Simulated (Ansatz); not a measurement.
TiTe2 (rutile, space group No. 136) under volume change, DFT-PBE in the program Ansatz with PAW potentials, shape and atoms relaxed at each volume.

```tsv
V (Å³/atom)	E − E(relaxed) (meV/atom)	P (GPa)
26.113	43.1	5.81
26.974	[?]	[?]
27.835	4.3	1.64
28.696	0.0	0.00
29.557	[?]	[?]
30.418	14.7	-2.59
31.279	31.2	-3.53
```

### Question
What belongs in the gaps?

### Answer

- 26.974, E − E(relaxed) (meV/atom): 18.1
- 26.974, P (GPa): 3.56
- 29.557, E − E(relaxed) (meV/atom): 3.9
- 29.557, P (GPa): -1.41

### Question
What does a third-order Birch–Murnaghan fit give for V₀, B₀ and B′?

### Answer
V₀ = 28.69 Å³/atom, B₀ = 50.0 GPa, B′ = 4.5.

Space group P4_2/mnm (rutile). A made-up cell: these elements were put on the sites of a structure type; neither database checked (COD, Materials Project) lists it. COD files the formula under space group No. 164, so this cell is another polymorph or a model. Its standing as an ambient phase is unchecked. The cell was relaxed with PBE under the symmetry of its start; its stability against distortions is not shown here. The run is not spin-polarised. Spin–orbit coupling is left out wherever it is not named.

Potentials: the later of the program's two PAW sets.
